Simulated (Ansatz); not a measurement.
## Rocksalt alloy of SrO and BaO (10 of 32 Sr sites exchanged), 64 atoms

Ansatz, PAW, plane waves. PBEsol relaxation of volume and atoms (shape held) at the single k point (½, ½, ½); single points on the relaxed atoms at the Γ point alone, onto which points of the small cell's zone fold. Arrangement: random. No spin–orbit coupling unless named.

Relaxed structure:

```xyz
64
Lattice="10.4491 0.0000 0.0000 0.0000 10.4491 0.0000 0.0000 0.0000 10.4491" Properties=species:S:1:pos:R:3 pbc="T T T"
O     2.6203    0.0065   10.4274
O     2.5280    0.0250    5.2481
O     2.6971    5.2209   10.3762
O     2.6047    5.2151    5.3204
O     7.8419    0.0130   10.3789
O     7.9138    0.0828    5.3206
O     7.7720    5.2029   10.4160
O     7.8302    5.1403    5.2564
O     0.0028    2.5304   10.4445
O     0.0108    2.5371    5.2341
O     0.0142    7.9259   10.4300
O     0.0611    7.9357    5.2488
O     5.2285    2.6028   10.4247
O     5.2134    2.6035    5.2408
O     5.2165    7.8527   10.3838
O     5.1226    7.8523    5.3280
O    10.4281    0.0117    2.5976
O    10.3778    0.0089    7.8604
O    10.3684    5.2015    2.6018
O    10.4190    5.2232    7.8528
O     5.2464    0.0920    2.5008
O     5.3118    0.0220    7.9175
O     5.3100    5.1472    2.5037
O     5.2519    5.2125    7.9156
O     2.5991    2.6361    2.6077
O     2.6109    2.6871    7.8454
O     2.5244    7.8178    2.5930
O     2.5911    7.7627    7.8622
O     7.8529    2.6759    2.5907
O     7.8432    2.6372    7.8580
O     7.9127    7.7467    2.5181
O     7.8488    7.8109    7.9057
Sr   10.4339    0.0061   10.4299
Sr   10.4465    0.0228    5.2522
Sr    5.2483    0.0238   10.4150
Sr    5.2436    5.2027   10.4154
Sr    2.6310    2.6135   10.4284
Sr    2.5905    2.6163    5.2493
Sr    2.6100    7.8394   10.4124
Sr    2.5733    7.8415    5.2749
Sr    7.8280    2.6111   10.4271
Sr    7.8565    2.6135    5.2506
Sr    7.8426    7.8357   10.4157
Sr    2.6285    5.2223    7.8582
Sr    7.8538    0.0246    7.8697
Sr    7.8394    5.1893    2.5647
Sr    7.8231    5.2048    7.8727
Sr   10.4317    2.5957    2.6092
Sr   10.4319    2.5990    7.8451
Sr   10.4456    7.8561    2.5874
Sr   10.4443    7.8571    7.8621
Sr    5.2476    2.6282    2.5638
Sr    5.2454    2.6312    7.8717
Sr    5.2242    7.8201    7.8845
Ba   10.4406    5.2230   10.4384
Ba   10.4427    5.2133    5.2400
Ba    5.2237    0.0273    5.2553
Ba    5.2210    5.2031    5.2512
Ba    7.8634    7.8377    5.2558
Ba    2.5901    0.0152    2.6002
Ba    2.6020    0.0053    7.8512
Ba    2.6123    5.2139    2.5999
Ba    7.8568    0.0256    2.5866
Ba    5.2237    7.8215    2.5632
```

What are the mean bond lengths by pair (pairs within 1.2 times the sum of covalent radii, less contacts 15 % beyond the pair's median; cation–cation pairs of compounds aside; long ionic contacts are cut short by that bound)?

Ba–O 2.663 ± 0.050 Å (standard deviation, 60 bonds); O–Sr 2.590 ± 0.045 Å (standard deviation, 132 bonds).

What gap lies between the top filled and the lowest empty level in the single points?

HSE06 3.74 eV (6.1 min on 7 threads of Neoverse-V2).
